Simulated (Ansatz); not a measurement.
**MoS2 with oxygen replacing S: field gradients at two levels of theory**

Cell: a supercell of MoS2 (space group P6_3/mmc) built from a COD entry, with the ions relaxed around the defect (PBE).

```yaml
crystal:
  lattice:
    - [9.50700, 0.00000, 0.00000]
    - [-3.16900, 5.48887, 0.00000]
    - [0.00000, 0.00000, 12.32400]
  atoms:
    - { symbol: Mo, position: [0.11102, 0.33328, 0.24951] }
    - { symbol: Mo, position: [0.11108, 0.83334, 0.25004] }
    - { symbol: Mo, position: [0.44429, 0.33326, 0.25004] }
    - { symbol: Mo, position: [0.44426, 0.83319, 0.25001] }
    - { symbol: Mo, position: [0.77776, 0.33329, 0.25001] }
    - { symbol: Mo, position: [0.77775, 0.83338, 0.24999] }
    - { symbol: Mo, position: [0.21872, 0.17265, 0.74908] }
    - { symbol: Mo, position: [0.21820, 0.65500, 0.74910] }
    - { symbol: Mo, position: [0.55408, 0.16463, 0.74572] }
    - { symbol: Mo, position: [0.55550, 0.66749, 0.74658] }
    - { symbol: Mo, position: [0.89758, 0.17323, 0.74938] }
    - { symbol: Mo, position: [0.88980, 0.66729, 0.74778] }
    - { symbol: O, position: [0.11110, 0.33320, 0.66023] }
    - { symbol: S, position: [0.11193, 0.83407, 0.62174] }
    - { symbol: S, position: [0.44012, 0.33317, 0.62021] }
    - { symbol: S, position: [0.43904, 0.82612, 0.62015] }
    - { symbol: S, position: [0.78207, 0.33329, 0.62100] }
    - { symbol: S, position: [0.78269, 0.84028, 0.62123] }
    - { symbol: S, position: [0.22236, 0.16637, 0.12316] }
    - { symbol: S, position: [0.22232, 0.66718, 0.12316] }
    - { symbol: S, position: [0.55546, 0.16663, 0.12330] }
    - { symbol: S, position: [0.55546, 0.66660, 0.12324] }
    - { symbol: S, position: [0.88845, 0.16638, 0.12313] }
    - { symbol: S, position: [0.88882, 0.66661, 0.12320] }
    - { symbol: S, position: [0.11184, 0.33380, 0.88270] }
    - { symbol: S, position: [0.11420, 0.83570, 0.87360] }
    - { symbol: S, position: [0.44368, 0.33195, 0.87274] }
    - { symbol: S, position: [0.44271, 0.83276, 0.87291] }
    - { symbol: S, position: [0.77674, 0.33011, 0.87317] }
    - { symbol: S, position: [0.77812, 0.83601, 0.87375] }
    - { symbol: S, position: [0.22179, 0.16699, 0.37669] }
    - { symbol: S, position: [0.22177, 0.66572, 0.37667] }
    - { symbol: S, position: [0.55544, 0.16655, 0.37670] }
    - { symbol: S, position: [0.55546, 0.66666, 0.37671] }
    - { symbol: S, position: [0.88944, 0.16709, 0.37664] }
    - { symbol: S, position: [0.88893, 0.66673, 0.37673] }
```

Sites (sets of like atoms) are named by element and the number of their first atom in this list.

First run. Level of theory: DFT, PBE, plane waves and PAW, scalar-relativistic, 420 eV cutoff, Γ-centred 3×4×2 k-points, Fermi–Dirac smearing 0.01 eV (Ansatz 0.2.0).

| site | atom | V_zz (10²¹ V/m²) | η |
| --- | --- | --- | --- |
| Mo7 | 7 | -7.02 | 0.13 |
| Mo8 | 8 | -7.02 | 0.15 |
| Mo11 | 11 | -7.27 | 0.12 |
| Mo12 | 12 | -7.58 | 0.03 |
| O | 13 | -5.40 | 0.01 |
| S14 | 14 | -4.79 | 0.38 |
| S15 | 15 | -4.94 | 0.25 |
| S16 | 16 | -4.94 | 0.23 |
| S17 | 17 | -5.02 | 0.25 |
| S18 | 18 | -5.05 | 0.23 |
| S26 | 26 | -6.01 | 0.16 |
| S27 | 27 | -5.83 | 0.13 |
| S28 | 28 | -5.76 | 0.15 |
| S31 | 31 | -5.44 | 0.01 |

Second run. The same atoms and settings, except that the functional is r2SCAN and the cutoff is 500 eV.

Q: Given the first result, estimate the second.

A: 

```json
{"site": "Mo7", "atom": "7", "V_zz": "-7.10", "η": "0.09", "change of V_zz": "-0.08"}
{"site": "Mo8", "atom": "8", "V_zz": "-7.11", "η": "0.11", "change of V_zz": "-0.09"}
{"site": "Mo11", "atom": "11", "V_zz": "-7.36", "η": "0.08", "change of V_zz": "-0.09"}
{"site": "Mo12", "atom": "12", "V_zz": "-7.65", "η": "0.02", "change of V_zz": "-0.07"}
{"site": "O", "atom": "13", "V_zz": "-5.64", "η": "0.01", "change of V_zz": "-0.24"}
{"site": "S14", "atom": "14", "V_zz": "-4.95", "η": "0.34", "change of V_zz": "-0.16"}
{"site": "S15", "atom": "15", "V_zz": "-5.08", "η": "0.23", "change of V_zz": "-0.14"}
{"site": "S16", "atom": "16", "V_zz": "-5.07", "η": "0.21", "change of V_zz": "-0.13"}
{"site": "S17", "atom": "17", "V_zz": "-5.15", "η": "0.23", "change of V_zz": "-0.13"}
{"site": "S18", "atom": "18", "V_zz": "-5.18", "η": "0.21", "change of V_zz": "-0.13"}
{"site": "S26", "atom": "26", "V_zz": "-6.11", "η": "0.16", "change of V_zz": "-0.10"}
{"site": "S27", "atom": "27", "V_zz": "-5.93", "η": "0.14", "change of V_zz": "-0.10"}
{"site": "S28", "atom": "28", "V_zz": "-5.85", "η": "0.16", "change of V_zz": "-0.09"}
{"site": "S31", "atom": "31", "V_zz": "-5.49", "η": "0.01", "change of V_zz": "-0.05"}
```

The largest change of V_zz is on O, from -5.40 to -5.64. In per cent, |V_zz| changes by +1 on Mo, +4 on O, +1 to +3 on S (all sites that start above 0.5). The table leaves out 19 of the 33 sites, with |V_zz| up to 7.74; their tensors move by 0.10 at most along any direction. The statements above cover all sites.

The defect repeats with the cell of 36 atoms, so it feels its images: sites between two images don't show the values beside a lone defect, and zeros or small values of η there can come from the images' arrangement. Mo and S carry a gradient in the pure host already, so the values there aren't the defect's effect alone. Without spin–orbit coupling (the program notes it for Mo) the gradients can shift somewhat, as the gap is small.
